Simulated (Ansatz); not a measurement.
Level of theory: DFT PBE, scalar-relativistic, plane waves, PAW in Ansatz 0.2.0. All cells share a 420 eV cutoff and Γ-centred k meshes spaced at most about 0.3 Å⁻¹ (about 0.25 or finer for metals, 2π included). No spin polarisation in the final relaxations.

All energies are static (0 K, no zero-point motion). All come from trial cells, and lower structures may exist.

Question: These unrelaxed guesses for BiO5 are each relaxed within their symmetry. Order them by the energy at which they end, lowest first.
A.

```xyz
6
Lattice="4.0678 0.0000 0.0000 -2.0339 3.5229 0.0000 0.0000 0.0000 5.5219" Properties=species:S:1:pos:R:3 pbc="T T T"
Bi    0.0000    0.0000    2.7609
O     2.0339    1.1743    4.3954
O     0.0000    0.0000    0.0000
O     2.0339    1.1743    1.1265
O     0.0000    2.3486    1.1265
O     0.0000    2.3486    4.3954
```

B.

```xyz
6
Lattice="0.0000 3.3971 3.3971 3.3971 0.0000 3.3971 3.3971 3.3971 0.0000" Properties=species:S:1:pos:R:3 pbc="T T T"
Bi    3.3971    3.3971    3.3971
O     5.9518    4.2395    4.2395
O     5.9518    5.9518    5.9518
O     1.6986    1.6986    1.6986
O     4.2395    4.2395    5.9518
O     4.2395    5.9518    4.2395
```

C.

```xyz
6
Lattice="4.8071 0.0000 0.0000 -2.4036 4.1631 0.0000 0.0000 0.0000 4.0128" Properties=species:S:1:pos:R:3 pbc="T T T"
Bi    0.0000    0.0000    0.0000
O     0.0000    2.7754    0.0000
O     2.4036    1.3877    0.0000
O     2.4036    0.0000    2.0064
O     1.2018    2.0815    2.0064
O    -1.2018    2.0815    2.0064
```

D.

```xyz
6
Lattice="2.7969 0.0000 0.0000 -1.3985 2.4222 0.0000 0.0000 0.0000 14.1338" Properties=species:S:1:pos:R:3 pbc="T T T"
Bi    0.0000    0.0000    0.0000
O     1.3985    0.8074   11.8010
O     0.0000    0.0000    9.4318
O     1.3985    0.8074    7.0669
O     0.0000    0.0000    4.7020
O     1.3985    0.8074    2.3327
```

Answer: D (ends in P-6m2, 0 meV/atom), C (ends in P6/mmm, 280 meV/atom), B (ends in F-43m, 0.51 eV/atom), A (ends in P6/mmm, 0.55 eV/atom). Even the lowest end lies +0.60 eV/atom against the elements.

Weakly bound directions are ill-defined at this level, which has no dispersion term (P-6m2, P6/mmm at 13.1 Å³/atom), and this can change margins and order among such cells. These runs have no spin–orbit coupling, which can matter for Bi. In P-6m2, P6/mmm at 13.1 Å³/atom, F-43m, P6/mmm at 10.9 Å³/atom an odd number of electrons in the primitive cell allows no gap without spin; a larger cell or a magnetic state could open one. A magnetic state wasn't ruled out in cells without spin, among them P-6m2, P6/mmm at 13.1 Å³/atom, F-43m, P6/mmm at 10.9 Å³/atom. Cells relaxed within their symmetry can be saddle points. Some candidate types were left out of the draw beforehand, so a known form may be missing.
